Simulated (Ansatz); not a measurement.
**CuAu: frozen-core PAW against all-electron methods**

```
Cu Au
1.0
     2.80000    0.00000    0.00000
     0.00000    2.80000    0.00000
     0.00000    0.00000    3.67000
Cu Au
1 1
Cartesian
  1.4000 1.4000 1.8350
  0.0000 0.0000 0.0000
```

Atoms are numbered in the order listed.

The cell comes from COD entry 9004223, which wasn't checked; take it as a given geometry.

No spin–orbit coupling, which matters for the heavy atoms here.

Methods: DFT, PBEsol, PAW with Ansatz's default frozen-core files, scalar-relativistic (Ansatz 0.2.0); DFT, PBEsol, all-electron LAPW, scalar-relativistic (Ansatz 0.2.0).

For PAW: a Γ-centred 13×13×10 k mesh, Fermi–Dirac smearing of 0.05 eV, cutoff 420 eV, no spin polarisation; the PAW files were made with PBE, and the program remakes their frozen cores for this functional. LAPW targets a basis error of 0.25 meV/atom. The Ansatz runs share mesh, smearing and spin set-up. Plane-wave (PAW) pressures include the program's estimate of the Pulay term.

Stress and pressure are positive in compression.

Levels count from the Fermi level.

PAW results:

```
                      quantity     PAW
                pressure (GPa)   -2.02
               stress xx (GPa)   -2.16
               stress zz (GPa)   -1.74
highest filled level at M (eV)  -1.358
  lowest empty level at M (eV)   0.537
highest filled level at A (eV)  -1.625
  lowest empty level at A (eV)   5.313
highest filled level at Z (eV)  -1.978
  lowest empty level at Z (eV)  14.327
```

(1) What does LAPW (all electrons) give for the same quantities?

Answers

(1) 
```
                      quantity    LAPW
                pressure (GPa)   -2.02
               stress xx (GPa)   -2.16
               stress zz (GPa)   -1.74
highest filled level at M (eV)  -1.357
  lowest empty level at M (eV)   0.537
highest filled level at A (eV)  -1.624
  lowest empty level at A (eV)   5.316
highest filled level at Z (eV)  -1.977
  lowest empty level at Z (eV)  14.326
```
